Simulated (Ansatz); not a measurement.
Be (diamond, Fd-3m) under volume change, r²SCAN (plane waves, PAW; program Ansatz), scaled uniformly.

| V (Å³/atom) | E − E(relaxed) (meV/atom) | P (GPa) |
|---|---|---|
| 13.638 | 18.7 | 4.76 |
| 14.088 | (withheld) | (withheld) |
| 14.538 | 1.9 | 1.38 |
| 14.987 | 0.0 | -0.01 |
| 15.437 | 1.8 | -1.22 |
| 15.887 | 6.7 | -2.29 |
| 16.336 | (withheld) | (withheld) |

Task: Complete the blanks.

Result: 
- 14.088, E − E(relaxed) (meV/atom): 7.9
- 14.088, P (GPa): 2.97
- 16.336, E − E(relaxed) (meV/atom): 14.5
- 16.336, P (GPa): -3.23

Task: What does a third-order Birch–Murnaghan fit give for V₀, B₀ and B′?

Result: V₀ = 14.99 Å³/atom, B₀ = 43.3 GPa, B′ = 3.3.

The start of the workflow was typed in or built on a structure type; neither database checked (COD, Materials Project) lists it. It is not the phase usual at ambient conditions (space group No. 194). The cell was relaxed with r²SCAN under the symmetry of its start. At this level the phase is mechanically unstable. The volume moved by 16 % from the start of the relaxation.

Potentials: the later of the program's two PAW sets.
